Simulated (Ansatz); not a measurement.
Mn$_{3}$RhN in space group Amm2 (No. 38; Rh on 2a, Mn on 4e, Mn on 2a, N on 2b), PBE (plane waves, PAW; program Ansatz), all energies at zero smearing, with the estimated change up to a 700 eV cutoff added, with one set of potentials and settings (totals compare only within such a set). Cell of 10 atoms (2 Rh, 6 Mn, 2 N): -36969.524 eV.

| element | reference phase | E (eV/atom) |
|---|---|---|
| Rh | Fm-3m, 1 atoms in the cell | -6402.8911 |
| Mn | I-43m, 29 atoms in the cell, spin-polarised | -3898.8617 |
| N | Pa-3, 8 atoms in the cell | -384.0325 |

Formation energy per atom, worked out: (-36969.524 − 2×(-6402.8911) − 6×(-3898.8617) − 2×(-384.0325))/10 = -0.251 eV/atom (-24 kJ per mol of atoms), at 0 K, without zero-point energy or fitted corrections.

The workflow started from an entry of the Crystallography Open Database (COD); the relaxed space group is not among those it files for this formula. COD files the formula under space group No. 221, so this cell is another polymorph or a model. Its standing as an ambient phase is unchecked. The cell was relaxed with PBE under the symmetry of its start, as lowered by the spin order; its stability against distortions is not shown here. The final state is antiferromagnetic, chosen from 4 collinear starts compared on coarse meshes (ties went to the first, and starts can fall back to one state), not a proven ground state. The program gave a warning on the electronic state, which may not be the lowest. No Hubbard U is applied. The references are the lowest solids computed at this level, not always the standard phases (solids in place of the gases).

Potentials: the later of the program's two PAW sets.
